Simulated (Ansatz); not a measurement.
Se (trigonal-Se type, space group P3_121)

```
Se
1.0
    4.50658     0.00000     0.00000
   -2.25329     3.90281     0.00000
    0.00000     0.00000     4.98884
Se
3
Cartesian
  0.97742   0.00000   4.15736
 -0.48871   0.84647   0.83147
  1.76458   3.05634   2.49442
```

The slice is a (-1 1 0 2) plane (indices of the conventional cell) through the point (0.000, 0.217, 0.167) (fractional), spanned by u = [110] and v = [1 -1 1] in vectors of this cell: u (4.51 Å) and v (9.26 Å, at 90° to u). It covers one period; positions are fractions (u, v).

These are r2SCAN (plane waves to 500 eV, PAW, scalar-relativistic; Ansatz, a first-principles code) values and carry that method's errors. k mesh 9×9×7. Inside the PAW spheres the values are not all-electron values, and peaks at nuclei hang on which shells count as valence. Se was relaxed with its symmetry unable to fall. The PAW data are Ansatz's earlier set.

Sketch the valence electron density on this plane as a map.


```
|8754321001123457|
|6544321000123455|
|4443211111122344|
|3332211111112233|
|2221222332221222|
|1111233443322111|
|0012334554432110|
|0012345676543210|
|0012345898543210|
|0112345898543210|
|1122345676543211|
|1223344454433211|
|2233333444332111|
|2333333333221111|
|2333332222111112|
|2333332211000012|
|2333322110000011|
|2222221100000001|
|1222211000000001|
|1111110000000001|
|1110000001111111|
|0000000111222111|
|1000001122332221|
|1000001223333321|
|1100001233444332|
|2111011234444332|
|2221111234444433|
|3332211233344433|
|4443221122333444|
|6554321112233445|
|8754321111233457|
|9864321001223468|
```
Scale: ten equal steps from -1.89 (start of '0') to 1.81 (end of '9'), in the order '0123456789'. Values: log₁₀ of the valence density in e/Å³. The map has 16 points along u (one character each, u = 0 at the left) and 32 along v (v = 0 in the bottom row). The scale is logarithmic, as a density can span decades between atoms and voids.
